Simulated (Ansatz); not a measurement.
Relaxed-ion elastic tensor of AlTi$_{4}$S$_{8}$ in space group P-3m1 (No. 164; Pearson symbol hP13) in GPa (Voigt order), the program Ansatz at the PBE+D3(BJ) level (PAW); density 3.55 g/cm³, 17.07 Å³ per atom.

```csv
,1,2,3,4,5,6
1,169,37.4,34.8,-8.3,0.0,0.0
2,37.4,169,34.8,8.3,0.0,0.0
3,34.8,34.8,123,0.0,0.0,0.0
4,-8.3,8.3,0.0,53.2,0.0,0.0
5,0.0,0.0,0.0,0.0,53.2,-8.3
6,0.0,0.0,0.0,0.0,-8.3,66.0
```

Is the crystal mechanically stable?

Yes: the smallest eigenvalue of C is 49.1 GPa.

Work out the Voigt, Reuss and Hill averages.

K_V = 75.2, K_R = 73.5, K_H = 74.3; G_V = 58.2, G_R = 56.3, G_H = 57.3 GPa.

Give Young's modulus, Poisson's ratio, Pugh's ratio and the universal anisotropy index.

E = 9KG/(3K + G) = 137 GPa; ν = 0.19; K/G = 1.30 (brittle by the Pugh limit of 1.75); A_U = 5G_V/G_R + K_V/K_R − 6 = 0.19.

Estimate the sound speeds and the Debye temperature.

v_l = √((K + 4G/3)/ρ) = 6510 m/s, v_t = √(G/ρ) = 4010 m/s, mean 4430 m/s; Θ = (h/k)(3n/4πV)^(1/3) v_m = 512 K.

Solve the Christoffel equation for the three sound speeds along x, y, z.

Eigenvalues of C_ijkl n_j n_l equal ρv². In km/s, slowest first: x 3.72, 4.44, 6.90; y 3.85, 4.31, 6.92; z 3.87, 3.87, 5.89.

How much does each axis shrink under pressure?

Linear compressibilities β_i = Σ_j S_ij (j = 1 to 3): x 3.8, y 3.8, z 5.9 per TPa.

The cell is a constructed one: a structure type filled with these elements; neither database checked (COD, Materials Project) lists it. Whether it is the stable phase at ambient conditions was not checked. Symmetry was held in the PBE+D3(BJ) relaxation; its stability against distortions is not shown here. The run is not spin-polarised. As this level gives no gap, shear constants depend on the k-mesh and smearing (Fermi–Dirac, 0.1 eV here).

Potentials: the later of the program's two PAW sets.
